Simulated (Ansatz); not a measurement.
The calculation used DFT PBE, scalar-relativistic, plane waves, PAW in Ansatz 0.2.0. Settings: cutoff 420 eV, Γ-centred meshes spaced at most about 0.3 Å⁻¹, and about 0.25 Å⁻¹ or finer for metals (2π included), Gaussian smearing. Collinear spin in cells that started with moments and kept them past the coarse steps, no spin elsewhere.

These are static total energies at zero pressure. All come from trial cells, and lower structures may exist.

Task: These unrelaxed guesses for EuZrF4 are each relaxed within their symmetry. Order them by the energy at which they end, lowest first.
1.

```
Eu Zr F
1.0
     3.77222    0.00000    0.00000
     0.00000    3.77222    0.00000
     0.00000    0.00000    5.33468
Eu Zr F
1 1 4
Direct
  0.00000 0.00000 0.00000
  0.50000 0.50000 0.50000
  0.50000 0.00000 0.72658
  0.00000 0.50000 0.27342
  0.50000 0.00000 0.27342
  0.00000 0.50000 0.72658
```

2.

```
Eu Zr F
1.0
     4.20336    0.00000    0.00000
     0.00000    4.20336    0.00000
     0.00000    0.00000    5.13256
Eu Zr F
1 1 4
Direct
  0.50000 0.50000 0.00000
  0.50000 0.50000 0.50000
  0.00000 0.50000 0.69947
  0.50000 0.00000 0.69947
  0.00000 0.50000 0.30053
  0.50000 0.00000 0.30053
```

Result: 1 (ends in P4/mmm, 0 meV/atom), 2 (ends in P4/mmm, 114 meV/atom).

In such compounds of Eu a zero gap at this level may well be an artefact, since no Hubbard U is applied. The magnetic state reached may not be the lowest. Cells relaxed within their symmetry can be saddle points. Some candidate types were left out of the draw beforehand, so a known form may be missing.
